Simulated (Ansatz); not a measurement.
CdI$_{2}$ in space group P-3m1 (No. 164; Pearson symbol hP9), DFT-LDA in the program Ansatz with PAW potentials. The conduction-band minimum lies at M, with 3 equivalent valleys. Second derivatives d²E/dk² of the lowest band at one valley (eV·Å²), along Cartesian directions:

| direction | d²E/dk² |
|---|---|
| [100] | 24.74 |
| [010] | 11.26 |
| [001] | 4.916 |
| [110] | 18.01 |
| [101] | 14.84 |
| [011] | 2.745 |

Q: Find the principal effective masses, the density-of-states mass and the conductivity mass.

A: Off-diagonal terms follow from H_xy = H[110] − (H_xx + H_yy)/2, and m*/mₑ = 7.620 eV·Å² over each eigenvalue: 0.31, 0.53, 4.1. One valley's DOS mass (m₁m₂m₃)^(1/3) = 0.87, conductivity mass 3/(Σ 1/mᵢ) = 0.56 mₑ.

Q: What effective density of states Nc follows at 300 K for parabolic valleys?

A: Nc = 2.509e19 × 3 × (0.87)^(3/2) ≈ 6.1e19 cm⁻³.

The workflow started from a Materials Project entry (that database holds measured and hypothetical structures alike); the Crystallography Open Database files this formula in space group No. 164, but the cells were not matched. Whether it is the stable phase at ambient conditions was not checked. Symmetry was held in the LDA relaxation; whether a distortion lowers the energy is not shown. A crystal of weakly bound layers computed without a dispersion correction: the cell and the soft elastic constants depend strongly on that. Spin–orbit coupling is left out wherever it is not named.

Potentials: the later of the program's two PAW sets.

Edges and masses are those of Kohn–Sham bands, whose gap is no quasiparticle gap.
